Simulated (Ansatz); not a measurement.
The relaxed structure here is a generated cell of ScAl3: the first start was made by placing the elements on the sites of a structure type, and the end was not matched to a known phase here, so it may be hypothetical.

The start is a generated cell, ScAl3 built in the A15 structure type. A full variable-cell relaxation at zero pressure is run with PBEsol (plane waves to 420 eV, PAW, scalar-relativistic; Ansatz, an electronic-structure program). The first steps use a coarse 7×7×7 k-mesh.

Input geometry:
```
ScAl3
1.0
    4.88408     0.00000     0.00000
    0.00000     4.88408     0.00000
    0.00000     0.00000     4.88408
Al Sc
6 2
Direct
  0.25000   0.00000   0.50000
  0.75000   0.00000   0.50000
  0.00000   0.50000   0.25000
  0.00000   0.50000   0.75000
  0.50000   0.25000   0.00000
  0.50000   0.75000   0.00000
  0.00000   0.00000   0.00000
  0.50000   0.50000   0.50000
```

Task: What pressure does the first self-consistent step give?

Result: +26.9 GPa (positive: the cell is compressed).

Task: How much energy is released per atom?

Result: 0.26 eV/atom.

Task: How does the volume change?

Result: +25.0 %, from 14.56 to 18.21 Å³/atom.

Task: How do the shortest distances between atoms change?

Result: The closest pairs of elements (up to four, under 3.6 Å), start → end: Al–Al 2.44 → 2.63 Å; Al–Sc 2.73 → 2.94 Å.

Task: Is the relaxed structure metallic? Give its gap.

Result: Zero (metallic).

Task: Write out the relaxed structure.

Result: 
Space group Pm-3n (No. 223); a = b = c = 5.2615 Å, α = β = γ = 90.00°

```csv
atom,site,symmetry,x,y,z
Al,6c,-4m.2,0.0000,0.5000,0.2500
Sc,2a,m-3.,0.0000,0.0000,0.0000
```

The space group stays Pm-3n (No. 223) (the run could not lower it); the end is A15 (Cr3Si type), with 8 atoms in the primitive cell. Final values are on a 9×9×9 k-mesh of the relaxed cell. No spin polarisation in the result.

The run could not lower the symmetry of its start; a shaken copy of this end point relaxes with PBEsol to R32 (No. 155), 0.03 eV/atom lower.
